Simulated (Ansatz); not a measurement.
## An elastic constant from a strain scan in Si

Computed with Ansatz 0.2.0, DFT LDA, scalar-relativistic, plane waves, PAW. Cutoff 420 eV, Γ-centred 24×24×10 k-points, Gaussian smearing of 0.15 eV. No spin polarisation. Energies are free energies at this smearing, counted from the undisturbed cell; pressure is positive in compression.

Zero of the scan (as given, not relaxed at this level; it stands at -0.3 GPa; this form isn't the usual structure):

```
Si
1.0
     2.66558    0.00000    0.00000
    -1.33279    2.30846    0.00000
     0.00000    0.00000    4.50627
Si
2
Direct
  0.33333 0.66667 0.25000
  0.66667 0.33333 0.75000
```

The cell is strained by ε times the Voigt pattern (1, 1, 0, 0, 0, 0) (xx, yy, zz, yz, xz, xy; engineering shear) with fractional coordinates fixed. The cell holds 2 atoms in V0 = 27.73 Å³. The stress column is τ = (1/V0) dE/dε, got from the stress tensor σ (compression positive) at each point as −det(1 + εP) σ : P(1 + εP)⁻¹, with P the pattern as a tensor.

| ε | ΔE (meV/atom) | τ (GPa) |
| --- | --- | --- |
| -0.0600 | 76.558 | -33.365 |
| -0.0450 | 40.169 | -23.193 |
| -0.0300 | 15.647 | -14.457 |
| -0.0150 | 2.599 | -5.900 |
| 0.0000 | 0.000 | 1.650 |
| 0.0150 | 6.116 | 7.666 |
| 0.0300 | 19.403 | 12.524 |
| 0.0450 | 38.150 | 16.266 |
| 0.0525 | 49.285 | 18.029 |
| 0.0600 | ? | ? |

Q: Which combination of elastic constants does this scan measure, and how large is it?

A: For small ε, τ = τ0 + Kε with K = pᵀCp, which for this pattern is C11 + C22 + 2 C12 in the Cartesian frame shown. The parabola through τ at ε = -0.0150, 0 and 0.0150 has slope K = 452 GPa at zero. The energies per cell, E = NΔE, of the same two points give K = 2[E(ε₊)/ε₊ − E(ε₋)/ε₋]/[(ε₊ − ε₋)V0] = 448 GPa, in agreement.

Q: Predict the withheld row at ε = 0.0600 from the harmonic law, and compare.

A: ΔE = V0(τ0 ε + Kε²/2)/N = 79.003 meV/atom and τ = 28.78 GPa. The calculation gives 61.492 meV/atom and 19.54 GPa: the energy lies 22 % below the harmonic value, as bonds soften when stretched.

In a metal these slopes depend on the k mesh and the smearing.